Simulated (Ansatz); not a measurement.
Consider the following.

Bi2Te3 (Bi2Te3 type, space group R-3m)

```cif
data_Bi6Te9
_chemical_formula_sum 'Bi6 Te9'
_space_group_name_H-M_alt 'R-3m :H'
_space_group_IT_number 166
_space_group_name_Hall '-R 3 2"'
_cell_length_a 4.38747
_cell_length_b 4.38747
_cell_length_c 30.28962
_cell_angle_alpha 90.000
_cell_angle_beta 90.000
_cell_angle_gamma 120.000
loop_
_atom_site_label
_atom_site_type_symbol
_atom_site_symmetry_multiplicity
_atom_site_Wyckoff_symbol
_atom_site_fract_x
_atom_site_fract_y
_atom_site_fract_z
_atom_site_occupancy
Bi1 Bi 6 c 0.00000 0.00000 0.40015 1
Te1 Te 3 a 0.00000 0.00000 0.00000 1
Te2 Te 6 c 0.00000 0.00000 0.20936 1
```
(The calculation used a cell of 5 atoms; values per cell refer to that cell.)

E(V) scan at fixed shape, V₀ the volume above. The atoms relax within the cell's symmetry.

These are PBE-D3(BJ) (plane waves to 420 eV, PAW, scalar-relativistic; Ansatz, a program for electronic structure) values and carry that method's errors. k mesh 9×9×9 (Γ-centred), Fermi-Dirac smearing 0.05 eV. E stands for the smeared free energy. Compression counts positive. With the shape held, the modulus is that of even scaling; a crystal free to change shape is softer. Bi2Te3 was relaxed with its symmetry unable to fall. Spin-orbit coupling is left out, though Bi and Te are heavy. The PAW data are Ansatz's earlier set. ΔE is measured from the relaxed starting cell.

The scan covers V/V₀ from 0.840 to 1.160 in 9 points.

Q: What pressure does the cell carry at V/V₀ = 0.840?

A: 11.3 GPa.

Q: What is ΔE at V/V₀ = 1.160?

A: 66.6 meV/atom.

Q: What is ΔE at V/V₀ = 0.840?

A: 156.6 meV/atom.

(Under strain, the slope of the energy per volume gives the stress and its curvature an elastic modulus.)
